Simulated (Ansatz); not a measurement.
Given:

PtS2:
```yaml
crystal:
  lattice:
    - [3.54820, 0.00000, 0.00000]
    - [-1.77410, 3.07283, 0.00000]
    - [0.00000, 0.00000, 5.61453]
  atoms:
    - { symbol: Pt, position: [0.00000, 0.00000, 0.00000] }
    - { symbol: S, position: [0.66667, 0.33333, 0.78029] }
    - { symbol: S, position: [0.33333, 0.66667, 0.21971] }
```

This is the r²SCAN-relaxed structure. Cartesian axes are those of the cell as given.

Task: All from r²SCAN (plane waves, PAW; program Ansatz), unless another level is named. Estimate the formation energy from the elements (no fitted shifts).

Result: -0.45 eV/atom.

Task: What about the band gap?

Result: 1.23 eV (indirect).

Task: And the smallest direct gap on the standard path?

Result: 1.38 eV.

Task: Predict the conduction-band minimum.

Result: off the standard path, at k = (0.000, 0.266, 0.315).

Space group P-3m1 (CdI2 type). The r²SCAN relaxation kept the symmetry of its start. No spin polarisation was allowed. A crystal of weakly bound layers computed without a dispersion correction: the cell and the soft elastic constants depend strongly on that. The references are the lowest solids computed at this level, not always the standard phases. Scalar-relativistic: spin–orbit coupling is off unless named, which matters more the heavier the elements.

Potentials: the earlier of the program's two PAW sets.
